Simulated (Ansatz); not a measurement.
CaF2 (fluorite, Fm-3m), LDA (plane waves, PAW; program Ansatz). The conduction-band minimum lies at Γ, with 1 equivalent valley. Second derivatives d²E/dk² of the lowest band at one valley (eV·Å²), along Cartesian directions:

```tsv
direction	d²E/dk²
[100]	13.87
[010]	13.87
[001]	13.87
[110]	13.87
[101]	13.87
[011]	13.87
```

Q: Find the principal effective masses, the density-of-states mass and the conductivity mass.

A: Off-diagonal terms follow from H_xy = H[110] − (H_xx + H_yy)/2, and m*/mₑ = 7.620 eV·Å² over each eigenvalue: 0.55, 0.55, 0.55. One valley's DOS mass (m₁m₂m₃)^(1/3) = 0.55, conductivity mass 3/(Σ 1/mᵢ) = 0.55 mₑ.

Q: What effective density of states Nc follows at 300 K for parabolic valleys?

A: Nc = 2.509e19 × 1 × (0.55)^(3/2) ≈ 1.0e19 cm⁻³.

The LDA relaxation kept the symmetry of its start.

Potentials: the later of the program's two PAW sets.

Edges and masses are those of Kohn–Sham bands, whose gap is no quasiparticle gap.
